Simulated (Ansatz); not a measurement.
## Cd: what symmetry allows forces and stress to be

```yaml
crystal:
  lattice:
    - [3.19115, 0.00000, 0.00000]
    - [-1.59557, 2.76362, 0.00000]
    - [0.00000, 0.00000, 11.07442]
  atoms:
    - { symbol: Cd, position: [0.00000, 0.00000, 0.01356] }
    - { symbol: Cd, position: [0.33333, 0.66667, 0.25000] }
    - { symbol: Cd, position: [0.00000, 0.00000, 0.48644] }
    - { symbol: Cd, position: [0.66667, 0.33333, 0.75000] }
```

Method: DFT PBEsol, scalar-relativistic, plane waves, PAW (Ansatz 0.2.0).

Plane waves to 420 eV, a k mesh through Γ of 15×15×4 on the computed 4-atom cell and Gaussian smearing (0.10 eV); no spin polarisation.

This distorted cell has space group P-6m2, with 12 operations.

Q: Without a calculation: in which directions can each atom feel a force?

A: A force must be left unchanged by every operation that keeps its atom in place, so it lies in the space that those operations leave fixed. Atoms that the group maps onto each other feel forces of one size.
```tsv
atom	site symmetry	operations at the site	equivalent to atom	allowed force (Cartesian)
Cd1	3m.	6	1	along (0.00, 0.00, 1.00)
Cd2	-6m2	12	2	none
Cd3	3m.	6	1	along (0.00, 0.00, 1.00)
Cd4	-6m2	12	4	none
```

That leaves 1 independent force component of 12. A relaxation in this cell that keeps the symmetry moves the atoms in these directions alone.

Q: And the stress tensor?

A: It must be invariant under the point group, which leaves 2 independent components: yz, xz, xy vanish; xx = yy.

Q: Do the computed values obey this?

A: Yes. Forces (eV/Å):
```
Cd1  0.000  0.000 -0.116
Cd2  0.000  0.000  0.000
Cd3  0.000  0.000  0.116
Cd4  0.000  0.000  0.000
```

Stress (GPa, compression positive, xx yy zz yz xz xy): -5.91 -5.91 -4.49 0.00 0.00 0.00. The program imposes the same operations on density, forces and stress, so this confirms the analysis and is no independent test of the calculation.